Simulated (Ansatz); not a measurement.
## RbMnSe₂ (I-4m2): free moments

Computed with Ansatz, DFT, PBEsol, all-electron LAPW, scalar-relativistic.

Command: `ansatz run input.yaml --threads 2 --pin off --max-ram 6144MiB --backend cpu --events-out ev --progress --plain --runs-dir out`

```yaml
crystal:
  lattice:
    - [-2.021789, 2.021789, 7.067076]
    - [2.021789, -2.021789, 7.067076]
    - [2.021789, 2.021789, -7.067076]
  atoms:
    - { symbol: Rb, position: [0.0, 0.0, 0.0] }
    - { symbol: Mn, position: [0.25, 0.75, 0.5], spin: 4.0 }
    - { symbol: Se, position: [0.652579, 0.652579, 0.0] }
    - { symbol: Se, position: [0.347421, 0.347421, 0.0] }
magnetization:
  spin_polarized: true
kpoints:
  mp_grid: { grid: [10, 10, 10] }
scf:
  occupations: { method: fermi_dirac, width: 0.05 }
hamiltonian:
  xc: pbesol
  pseudopotentials: { kind: all_electron, lapw: { basis_error: 0.001 } }
output:
  forces: true
  stress: true
  eigenvalues: false
  populations: true
```

The program prints:

```
settings of this run that can trade accuracy for cost: output.eigenvalues: false. Do not mix this run's numbers with those of runs without the same settings; the input reference describes each key
Rb: projections on atomic orbitals take those of the free atom 1s2 2s2 2p6 3s2 3p6 3d10 4s2 4p6 5s1, of charge +0.00 (hamiltonian.pseudopotentials.projection_atoms)
Mn: projections on atomic orbitals take those of the free atom 1s2 2s2 2p6 3s2 3p6 3d5 4s2, of charge +0.00 (hamiltonian.pseudopotentials.projection_atoms)
Se: projections on atomic orbitals take those of the free atom 1s2 2s2 2p6 3s2 3p6 3d10 4s2 4p4, of charge +0.00 (hamiltonian.pseudopotentials.projection_atoms)
LAPW: plane waves up to 8.985 Å⁻¹, error target 1.0e-3 eV per atom; small_component_spin mean_spin; Mn in spheres of 1.234 Å, 15 of its electrons in bands, Dirac shells []; Se in spheres of 1.212 Å, 24 of its electrons in bands, Dirac shells []; Rb in spheres of 1.234 Å, 27 of its electrons in bands, Dirac shells [] (how accurate: hamiltonian.pseudopotentials.lapw.basis_error, Limitations)
Engine: ansatz 0.2.0
Pseudopotentials: kind: all_electron
Pseudopotential: Rb, LAPW, valence charge 27, lapw/all_electron/scalar/gaussian/Rb, Koelling and Harmon's equation, gaussian nucleus
Pseudopotential: Mn, LAPW, valence charge 15, lapw/all_electron/scalar/gaussian/Mn, Koelling and Harmon's equation, gaussian nucleus
Pseudopotential: Se, LAPW, valence charge 24, lapw/all_electron/scalar/gaussian/Se, Koelling and Harmon's equation, gaussian nucleus
Functional definition: PBEsol
  exchange = pbesol_x
  correlation = pbesol_c
Crystal: 4 atoms, lattice volume = 115.550 Å³
Basis set: ecut = 307.57902951324667 eV, 1405 PW (Γ), FFT grids on a1+a3, a2+a3, a3, exchange–correlation at level 2
Bands: 57, of which v1, the nominal top of the filled ones, is band 45 counted from 1 (44 counted from 0)
Symmetry: 8 space group operations
Space group: I-4m2 (ITA 119), of the structure as read, at distance tolerance 4.9e-5 Å
Magnetic group: BNS 119.315 (UNI 975), of the structure as read, at distance tolerance 4.9e-5 Å
k-points: 102 of 1000 (time reversal used)
Non-local potential: Rb, projectors of the file, none
Non-local potential: Mn, projectors of the file, none
Non-local potential: Se, projectors of the file, none
Initial density: superposition of atomic densities (chi_scale 0.1, normalization cell, long waves kept (reshape's long-wave potential 0.23 eV rms))
Starting moments: Σ|m| = 4 μB on 1 of 4 sites
Initial wavefunctions: plane waves of lowest kinetic energy (no species holds an atomic orbital)
Functional: x = pbesol(κ = 0.804, μ = 0.12345679012345678), c = pbesol(β = 0.046)
iter 1 solved again at ethr=8.56e-4 eV; its pass at ethr=1.00e-1 eV (dr2=7.70e-1 eV) is discarded
SCF iter   1: F=—  HF=-244734.548571 eV  |F-HF|=—  |Δ(HF+E_count)|=         —  Δρ=1.12e-2 (↑6.85e-3 ↓1.12e-2)  dr2=7.72e-1  dr2_m=1.01e-2  M=4.000 μB ∫|m|=4.184 μB  β_m=0.30  ethr=8.56e-4  ⟨swp⟩=2.1  Hψ=71031  notcnv=0
Mixer restart at iter 1: flushing history
preconditioner: auto → Kerker (q_TF=auto, 2.617 Å⁻¹)  [metal: Δε(μ)=0.008 eV  Ē_g=11.096 eV  σ=0.050 eV  W_gap=0.04  n_scr=32 (ndim 8)  ℏωp=17.6 eV  f_vac=0.140  D(μ)=2.16/eV (n_scr^D=12)]
[...]
the basis was enlarged: its passes take 469.4 KiB over the memory plan, 2 of 2 planned eigensolver slots
[...]
SCF iter  12: F=—  HF=-244734.355351 eV  |F-HF|=—  |Δ(HF+E_count)|=   2.91e-6  Δρ=2.39e-5 (↑2.29e-5 ↓2.39e-5)  dr2=9.26e-6  dr2_m=9.07e-9  M=4.000 μB ∫|m|=4.286 μB  β_m=0.88  ethr=3.78e-8  ⟨swp⟩=2.6  Hψ=32713  notcnv=0
iter 13 solved again at ethr=9.58e-10 eV; its pass at ethr=1.03e-8 eV (dr2=8.62e-7 eV) is discarded
SCF iter  13: F=—  HF=-244734.355354 eV  |F-HF|=—  |Δ(HF+E_count)|=   2.46e-6  Δρ=7.12e-6 (↑6.90e-6 ↓7.12e-6)  dr2=8.61e-7  dr2_m=5.07e-9  M=4.000 μB ∫|m|=4.286 μB  β_m=0.94  ethr=9.58e-10  ⟨swp⟩=2.0  Hψ=56774  notcnv=0
SCF iter  14: F=—  HF=-244734.355354 eV  |F-HF|=—  |Δ(HF+E_count)|=   2.23e-8  Δρ=3.04e-6 (↑3.04e-6 ↓2.93e-6)  dr2=1.44e-7  dr2_m=9.06e-11  M=4.000 μB ∫|m|=4.286 μB  β_m=0.97  ethr=9.57e-10  ⟨swp⟩=3.0  Hψ=33248  notcnv=0
SCF iter  15: F=-244734.355354 eV  HF=-244734.355354 eV  |F-HF|=2.37e-8  |Δ(HF+E_count)|=   1.46e-8  Δρ=1.90e-6 (↑1.76e-6 ↓1.90e-6)  dr2=3.37e-8  dr2_m=6.37e-11  M=4.000 μB ∫|m|=4.286 μB  ethr=1.60e-10  ⟨swp⟩=2.0  Hψ=32472  notcnv=0
SCF 1 converged in 15 iterations: F = -244734.355354 eV  dr2 = 3.37e-8
SCF converged after 15 iterations
Magnetization: 4.0000 μB (47.0000 up, 43.0000 down)
Absolute magnetization: 4.2863 μB (∫|ρ↑−ρ↓|)
Spin contamination: 0.2408 ħ² per cell (⟨S²⟩ above its minimum at these occupations)
Per-site moments (μB) at R_I (Å): [(0.006017872751172604, 1.2343083547146314), (3.7726490435171183, 1.2343083547146314), (-0.060957378130169104, 1.2118433774787483), (-0.060957378130169104, 1.2118433774787483)]
Free energy (F): -244734.355354 eV
Harris-Foulkes:  -244734.355354 eV  (|F-HF|=2.37e-8)
Internal energy: -244734.339732 eV  (E = F + TS)
E sigma→0 (E₀):  -244734.347543 eV
Entropy (-TS):   -0.015622 eV (-3.906 meV/atom)
Fermi energy:    6.990545 eV
--- Per-component energies (eV) ---
  E_band       = -6427.729837
  E_kinetic    = 250516.578934
  E_xc         = -8786.584766
  E_electrostatic = -486464.333899  (all electrons and nuclei)
  E_smearing   = -0.015622  (= −TS)
  E_closure    = 0.000000  (closes the sum)
  E_atoms      = -244713.169189  (free atoms, spherical and without spin; not in F)
  Σ components = -244734.355354   (vs F -244734.355354, Δ=0.00e0)
  Basis errors (estimates in eV, not in F): energy 4.5e-4 per atom: plane waves 4.1e-4 (2.3e-4 summed), levels above the bands 1.4e-70, relativity 8.2e-8, radial functions 4.3e-5, core shells 2.2e-8; eigenvalues (radial functions only) 1.1e-5; not estimated: angular momenta, meshes, grids; target (lapw.basis_error) 1.0e-3; muffin-tin radii Mn 1.234 Å, Se 1.212 Å, Rb 1.234 Å
--- Forces (eV/Å), atoms counted from 1 ---
  atom   1  Rb     0.00000000     0.00000000     0.00000000
  atom   2  Mn     0.00000000     0.00000000     0.00000000
  atom   3  Se    -0.00000000     0.00000000     0.19986878
  atom   4  Se     0.00000000     0.00000000    -0.19986878
  max |Σ_I F_I| component: 2.93e-18 eV/Å
--- Stress (GPa, compression-positive) ---
       -2.363887       0.000000      -0.000000
        0.000000      -2.363887       0.000000
       -0.000000       0.000000      -2.286496
  P = ⅓ Tr σ = -2.3381 GPa (-23.381 kbar)
--- Löwdin populations: 4 sites ---
  site symbol       q [e]    m [muB]
     0     Rb     36.2906     0.0204
     1     Mn     24.0387     3.9792
     2     Se     34.7232    -0.0426
     3     Se     34.7232    -0.0426
  spilling = 0.001724 (of n_electrons = 130.000000)
settings of this run that can trade accuracy for cost: output.eigenvalues: false. Do not mix this run's numbers with those of runs without the same settings; the input reference describes each key
```

populations.tsv:

```
# site	symbol	l	j	q_up	q_dn
# orbitals = lowdin
# n_electrons = 130.000000
# spilling = 0.001724
# projection_atom_Rb: 1s2 2s2 2p6 3s2 3p6 3d10 4s2 4p6 5s1
# projection_atom_Mn: 1s2 2s2 2p6 3s2 3p6 3d5 4s2
# projection_atom_Se: 1s2 2s2 2p6 3s2 3p6 3d10 4s2 4p4
0	Rb	0_1S	-	0.999999	0.999999
0	Rb	0_2S	-	0.999975	0.999974
0	Rb	0_3S	-	0.999503	0.999494
0	Rb	0_4S	-	0.987956	0.987737
0	Rb	0_5S	-	0.176195	0.156260
0	Rb	1_2P	-	3.000000	3.000000
0	Rb	1_3P	-	2.999981	2.999981
0	Rb	1_4P	-	2.991874	2.991674
0	Rb	2_3D	-	4.999996	4.999996
1	Mn	0_1S	-	0.999995	0.999995
1	Mn	0_2S	-	0.999727	0.999756
1	Mn	0_3S	-	0.993055	0.993889
1	Mn	0_4S	-	0.328561	0.266834
1	Mn	1_2P	-	2.999992	2.999997
1	Mn	1_3P	-	2.999081	2.998418
1	Mn	2_3D	-	4.688553	0.770882
2	Se	0_1S	-	0.999998	0.999998
2	Se	0_2S	-	0.999927	0.999913
2	Se	0_3S	-	0.998496	0.998195
2	Se	0_4S	-	0.936888	0.922037
2	Se	1_2P	-	2.999999	2.999998
2	Se	1_3P	-	2.999757	2.999690
2	Se	1_4P	-	2.405336	2.463318
2	Se	2_3D	-	4.999911	4.999784
3	Se	0_1S	-	0.999998	0.999998
3	Se	0_2S	-	0.999927	0.999913
3	Se	0_3S	-	0.998496	0.998195
3	Se	0_4S	-	0.936888	0.922037
3	Se	1_2P	-	2.999999	2.999998
3	Se	1_3P	-	2.999757	2.999690
3	Se	1_4P	-	2.405336	2.463318
3	Se	2_3D	-	4.999911	4.999784
```

Site moments (μB): Rb1 0.01, Mn2 3.77, Se3 -0.06, Se4 -0.06. Cell moment 4.00 μB.

The magnetic group in the log treats spin as a scalar label, without spin–orbit coupling.

The magnetic state is the one that this cell and start allow. It needn't be the compound's measured order, which may need a larger cell or be absent.

It took 5.5 min on 2 threads of Intel(R) Xeon(R) Platinum 8259CL CPU @ 2.50GHz (Skylake/Cascade Lake), with other jobs on the host, peak memory 1.8 GiB.
